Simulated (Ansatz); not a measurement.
Values for one crystal, relaxed and computed with r²SCAN (plane waves, PAW; program Ansatz); other levels are named.

| Item | Result |
|---|---|
| Volume per atom | 12.56 Å³ |
| Band gap | 2.10 eV (indirect) |
| Poisson's ratio | 0.23 |
| Formation energy from the elements (no fitted shifts) | -0.043 eV/atom |
| Hole effective mass, band 3 of 3 at the edge | 0.20 along [100], 0.33 along [110], 0.42 along [111] (mₑ) |
| Hole effective mass, band 2 of 3 at the edge | 4.1 along [100], 0.43 along [110], 0.62 along [111] (mₑ) |
| Smallest direct gap on the standard path | 2.29 eV |

Q: Which of these materials gives this?
A. TeSe2, C2 (Te on 2b, Se on 4c)
B. SiO2, rutile
C. CaSe, rock salt
D. SiC, Pm-3n (Si on 6c, C on 6d)

A: D, SiC, Pm-3n (Si on 6c, C on 6d)

The start of the workflow was typed in or built on a structure type; neither database checked (COD, Materials Project) lists it. It is not the phase usual at ambient conditions (space group No. 186, 216). The r²SCAN relaxation kept the symmetry of its start; whether a distortion lowers the energy is not shown. The references are the lowest solids computed at this level, not always the standard phases.

Potentials: the later of the program's two PAW sets.
